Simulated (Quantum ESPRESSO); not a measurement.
# Si3O4NF: finding a planted mistake in a log

Simulated, not a measurement. The program is pw.x of Quantum ESPRESSO 7.5 (plane-wave density functional theory). The cell is made up: 9 atoms on a quartz lattice, with randomly drawn elements, strain and displacements, not relaxed. PseudoDojo standard norm-conserving files (v0.5 for PBE, v0.4.1 for LDA and PBEsol) set the functional; there is no spin polarisation, spin-orbit coupling or dispersion term, and the masses in the input are unused placeholders.

Intended input:

```
&control calculation='scf', pseudo_dir='./dojo.nc.sr.pbe.v0_5.standard.upf', outdir='./o', disk_io='low', tprnfor=.true., tstress=.true. /
&system ibrav=0, nat=9, ntyp=4, nbnd=30, ecutwfc=84.00895049, nosym=.true., tot_charge=0,
 occupations='smearing', smearing='fd', degauss=0.0018374661
/
&electrons conv_thr=7.350e-09, electron_maxstep=60, /
ATOMIC_SPECIES
F 1.0 F.upf
N 1.0 N.upf
O 1.0 O.upf
Si 1.0 Si.upf
CELL_PARAMETERS angstrom
5.0765 -0.0459 -0.0023
-2.578 4.345 0.0209
-0.0025 0.0251 5.5951
ATOMIC_POSITIONS angstrom
Si 2.1893 -0.0866 3.6222
Si -1.2923 2.0996 1.8417
Si 1.2752 2.2393 -0.0263
O 1.2923 1.3308 4.4581
O 3.4386 0.6066 2.4219
O 2.836 2.4882 0.8664
N 0.3411 1.7893 1.1829
F -1.2528 3.2547 3.0598
O 0.9926 3.8795 4.9885
K_POINTS automatic
5 5 4 1 1 1
```

The log is shortened where brackets say so; the opening notice, blank lines, dates and the lines on written files are dropped, and the path of the files is cut. It prints rydbergs, bohrs and kilobars, and counts compression as positive stress. Where no state is partly filled, the Fermi energy that it prints is only some level between the filled and the empty states on the mesh, and need not lie in the true gap.

Log of the intended run:

```
     Program PWSCF v.7.5
     Parallel version (MPI & OpenMP), running on       4 processor cores
     Number of MPI processes:                 4
     Threads/MPI process:                     1
     [start-up lines left out]
     bravais-lattice index     =            0
     lattice parameter (alat)  =       9.5936  a.u.
     unit-cell volume          =     828.3494 (a.u.)^3
     number of atoms/cell      =            9
     number of atomic types    =            4
     number of electrons       =        48.00
     number of Kohn-Sham states=           30
     kinetic-energy cutoff     =      84.0090  Ry
     charge density cutoff     =     336.0358  Ry
     scf convergence threshold =      7.3E-09
     mixing beta               =       0.7000
     number of iterations used =            8  plain     mixing
     Exchange-correlation= PBE
                           (   1   4   3   4   0   0   0)
     [axes and pseudopotential details left out]
   Cartesian axes
     site n.     atom                  positions (alat units)
         1        Si     tau(   1) = (   0.4312440  -0.0170583   0.7134939  )
         2        Si     tau(   2) = (  -0.2545547   0.4135751   0.3627745  )
         3        Si     tau(   3) = (   0.2511864   0.4410929  -0.0051805  )
         4        O      tau(   4) = (   0.2545547   0.2621384   0.8781478  )
         5        O      tau(   5) = (   0.6773287   0.1194869   0.4770611  )
         6        O      tau(   6) = (   0.5586297   0.4901208   0.1706618  )
         7        N      tau(   7) = (   0.0671892   0.3524528   0.2330053  )
         8        F      tau(   8) = (  -0.2467741   0.6411044   0.6027134  )
         9        O      tau(   9) = (   0.1955204   0.7641763   0.9826250  )
     number of k points=    50  Fermi-Dirac smearing, width (Ry)=  0.0018
                       cart. coord. in units 2pi/alat
        k(    1) = (   0.1016520   0.1766110   0.1126717), wk =   0.0400000
        k(    2) = (   0.1017454   0.1755753   0.3395137), wk =   0.0400000
     [further k points left out]
     Dense  grid:    86159 G-vectors     FFT dimensions: (  60,  60,  64)
     Estimated max dynamical RAM per process >     175.27 MB
     Estimated total dynamical RAM >     637.96 MB
     Initial potential from superposition of free atoms
     starting charge      47.9981, renormalised to      48.0000
     Starting wfcs are   36 randomized atomic wfcs
     total cpu time spent up to now is        3.5 secs
     per-process dynamical memory:   137.8 Mb
     Self-consistent Calculation
     iteration #  1     ecut=    84.01 Ry     beta= 0.70
     Davidson diagonalization with overlap
     ethr =  1.00E-02,  avg # of iterations =  3.0
     total cpu time spent up to now is        9.0 secs
     total energy              =    -226.46350920 Ry
     estimated scf accuracy    <       3.15400344 Ry
     iteration #  2     ecut=    84.01 Ry     beta= 0.70
     Davidson diagonalization with overlap
     ethr =  6.57E-03,  avg # of iterations =  3.2
     total cpu time spent up to now is       14.2 secs
     total energy              =    -226.20440154 Ry
     estimated scf accuracy    <       7.05448510 Ry
     [iterations 3 to 11 left out]
     iteration # 12     ecut=    84.01 Ry     beta= 0.70
     Davidson diagonalization with overlap
     ethr =  8.73E-10,  avg # of iterations =  2.0
     total cpu time spent up to now is       61.0 secs
     total energy              =    -227.86086208 Ry
     estimated scf accuracy    <       0.00000009 Ry
     iteration # 13     ecut=    84.01 Ry     beta= 0.70
     Davidson diagonalization with overlap
     ethr =  1.89E-10,  avg # of iterations =  3.0
     total cpu time spent up to now is       65.4 secs
     End of self-consistent calculation
     [lines on levels left out]
     the Fermi energy is     5.2071 ev
!    total energy              =    -227.86086210 Ry
     estimated scf accuracy    <          5.9E-09 Ry
     smearing contrib. (-TS)   =      -0.00000000 Ry
     internal energy E=F+TS    =    -227.86086210 Ry
     The total energy is F=E-TS. E is the sum of the following terms:
     one-electron contribution =    -110.10604741 Ry
     hartree contribution      =      79.54413004 Ry
     xc contribution           =     -60.60272888 Ry
     ewald contribution        =    -136.69621584 Ry
     convergence has been achieved in  13 iterations
     Forces acting on atoms (cartesian axes, Ry/au):
     atom    1 type  4   force =     0.43496845    0.45592674    0.25009792
     atom    2 type  4   force =     0.38822499   -0.27998119   -0.05591018
     atom    3 type  4   force =     0.03450992    0.30236250    0.30276327
     atom    4 type  3   force =     0.09949898   -0.35428354   -0.36711016
     atom    5 type  3   force =    -0.14404362   -0.09780340    0.15846431
     atom    6 type  3   force =    -0.29847048    0.14507027   -0.29724572
     atom    7 type  2   force =    -0.17207468    0.01889097    0.16002423
     atom    8 type  1   force =    -0.22247746   -0.15885750   -0.03542047
     atom    9 type  3   force =    -0.12013609   -0.03132485   -0.11566318
     Total force =     1.249231     Total SCF correction =     0.000093
     Computing stress (Cartesian axis) and pressure
          total   stress  (Ry/bohr**3)                   (kbar)     P=       81.87
  -0.00026824   0.00069454   0.00065666          -39.46      102.17       96.60
   0.00069454   0.00092781   0.00065022          102.17      136.49       95.65
   0.00065666   0.00065022   0.00101003           96.60       95.65      148.58
     init_run     :      3.10s CPU      3.27s WALL (       1 calls)
     electrons    :     60.57s CPU     61.93s WALL (       1 calls)
     forces       :      0.91s CPU      0.95s WALL (       1 calls)
     stress       :      2.91s CPU      2.91s WALL (       1 calls)
     [timing details left out]
     PWSCF        :   1m 7.73s CPU   1m 9.35s WALL
     JOB DONE.
```

A second run was made from an input with one planted mistake. Its log:

```
     Program PWSCF v.7.5
     Parallel version (MPI & OpenMP), running on       4 processor cores
     Number of MPI processes:                 4
     Threads/MPI process:                     1
     [start-up lines left out]
     bravais-lattice index     =            0
     lattice parameter (alat)  =       9.5936  a.u.
     unit-cell volume          =     828.3494 (a.u.)^3
     number of atoms/cell      =            9
     number of atomic types    =            4
     number of electrons       =        49.00
     number of Kohn-Sham states=           31
     kinetic-energy cutoff     =      84.0090  Ry
     charge density cutoff     =     336.0358  Ry
     scf convergence threshold =      7.3E-09
     mixing beta               =       0.7000
     number of iterations used =            8  plain     mixing
     Exchange-correlation= PBE
                           (   1   4   3   4   0   0   0)
     [axes and pseudopotential details left out]
   Cartesian axes
     site n.     atom                  positions (alat units)
         1        Si     tau(   1) = (   0.4312440  -0.0170583   0.7134939  )
         2        Si     tau(   2) = (  -0.2545547   0.4135751   0.3627745  )
         3        Si     tau(   3) = (   0.2511864   0.4410929  -0.0051805  )
         4        O      tau(   4) = (   0.2545547   0.2621384   0.8781478  )
         5        O      tau(   5) = (   0.6773287   0.1194869   0.4770611  )
         6        O      tau(   6) = (   0.5586297   0.4901208   0.1706618  )
         7        N      tau(   7) = (   0.0671892   0.3524528   0.2330053  )
         8        F      tau(   8) = (  -0.2467741   0.6411044   0.6027134  )
         9        O      tau(   9) = (   0.1955204   0.7641763   0.9826250  )
     number of k points=    50  Fermi-Dirac smearing, width (Ry)=  0.0018
                       cart. coord. in units 2pi/alat
        k(    1) = (   0.1016520   0.1766110   0.1126717), wk =   0.0400000
        k(    2) = (   0.1017454   0.1755753   0.3395137), wk =   0.0400000
     [further k points left out]
     Dense  grid:    86159 G-vectors     FFT dimensions: (  60,  60,  64)
     Estimated max dynamical RAM per process >     178.24 MB
     Estimated total dynamical RAM >     649.84 MB
     Initial potential from superposition of free atoms
     starting charge      47.9981, renormalised to      49.0000
     Starting wfcs are   36 randomized atomic wfcs
     total cpu time spent up to now is        3.4 secs
     per-process dynamical memory:   136.7 Mb
     Self-consistent Calculation
     iteration #  1     ecut=    84.01 Ry     beta= 0.70
     Davidson diagonalization with overlap
     ethr =  1.00E-02,  avg # of iterations =  3.3
     total cpu time spent up to now is        9.0 secs
     total energy              =    -226.38686276 Ry
     estimated scf accuracy    <       2.20244605 Ry
     iteration #  2     ecut=    84.01 Ry     beta= 0.70
     Davidson diagonalization with overlap
     ethr =  4.49E-03,  avg # of iterations =  3.6
     total cpu time spent up to now is       14.5 secs
     total energy              =    -226.49373047 Ry
     estimated scf accuracy    <       3.89981573 Ry
     [iterations 3 to 10 left out]
     iteration # 11     ecut=    84.01 Ry     beta= 0.70
     Davidson diagonalization with overlap
     ethr =  2.59E-10,  avg # of iterations =  2.7
     total cpu time spent up to now is       64.9 secs
     total energy              =    -227.39112340 Ry
     estimated scf accuracy    <       0.00000002 Ry
     iteration # 12     ecut=    84.01 Ry     beta= 0.70
     Davidson diagonalization with overlap
     ethr =  4.77E-11,  avg # of iterations =  2.1
     total cpu time spent up to now is       70.1 secs
     End of self-consistent calculation
     [lines on levels left out]
     the Fermi energy is     6.8313 ev
!    total energy              =    -227.39112340 Ry
     estimated scf accuracy    <          6.3E-09 Ry
     smearing contrib. (-TS)   =      -0.00076987 Ry
     internal energy E=F+TS    =    -227.39035353 Ry
     The total energy is F=E-TS. E is the sum of the following terms:
     one-electron contribution =    -109.56397182 Ry
     hartree contribution      =      80.32315256 Ry
     xc contribution           =     -61.45331842 Ry
     ewald contribution        =    -136.69621584 Ry
     convergence has been achieved in  12 iterations
     Forces acting on atoms (cartesian axes, Ry/au):
     atom    1 type  4   force =     0.39198609    0.39079461    0.26297832
     atom    2 type  4   force =     0.39743645   -0.27645053   -0.02364871
     atom    3 type  4   force =     0.01519287    0.32234109    0.26420859
     atom    4 type  3   force =     0.07707823   -0.26560366   -0.31749301
     atom    5 type  3   force =    -0.10115598   -0.06413502    0.12224415
     atom    6 type  3   force =    -0.29312102    0.13839804   -0.29157648
     atom    7 type  2   force =    -0.16186161    0.02037395    0.14627404
     atom    8 type  1   force =    -0.28198518   -0.22611463   -0.10618257
     atom    9 type  3   force =    -0.04356986   -0.03960384   -0.05680433
     Total force =     1.173756     Total SCF correction =     0.000081
     Computing stress (Cartesian axis) and pressure
          total   stress  (Ry/bohr**3)                   (kbar)     P=      292.24
   0.00123587   0.00072535   0.00079225          181.80      106.70      116.54
   0.00072535   0.00229783   0.00086264          106.70      338.02      126.90
   0.00079225   0.00086264   0.00242617          116.54      126.90      356.90
     init_run     :      3.14s CPU      3.34s WALL (       1 calls)
     electrons    :     65.88s CPU     66.69s WALL (       1 calls)
     forces       :      1.06s CPU      1.07s WALL (       1 calls)
     stress       :      3.49s CPU      3.50s WALL (       1 calls)
     [timing details left out]
     PWSCF        :   1m13.67s CPU   1m14.76s WALL
     JOB DONE.
```

Question: what was wrong in the second input?

Answer: the cell has the wrong charge. The input lines that differ, file-writing options aside:

```
- &system ibrav=0, nat=9, ntyp=4, nbnd=30, ecutwfc=84.00895049, nosym=.true., tot_charge=0,
+ &system ibrav=0, nat=9, ntyp=4, nbnd=31, ecutwfc=84.00895049, nosym=.true., tot_charge=-1,
```

|  | intended run | run with the mistake |
| --- | --- | --- |
| free energy (eV) | -3100.205 | -3093.814 |
| smearing term -TS (eV) | 0.0000 | -0.0105 |
| pressure (GPa) | 8.19 | 29.22 |
| largest force component (eV/Å) | 11.722 | 10.219 |
| largest change of a force component (eV/Å) |  | 2.280 |
| iterations | 13 | 12 |

For scale, a rerun of the intended cell at 1437 eV and a 7 x 7 x 6 mesh moved values by no more than 0.002 eV in energy, 0.02 GPa in stress and 0.002 eV/Å in force. The charged cell sits in a uniform background, so its energy and stress rest on the program's zero of potential. The number of bands, nbnd, was set by rule from the electron count and the smearing, so it follows the mistake.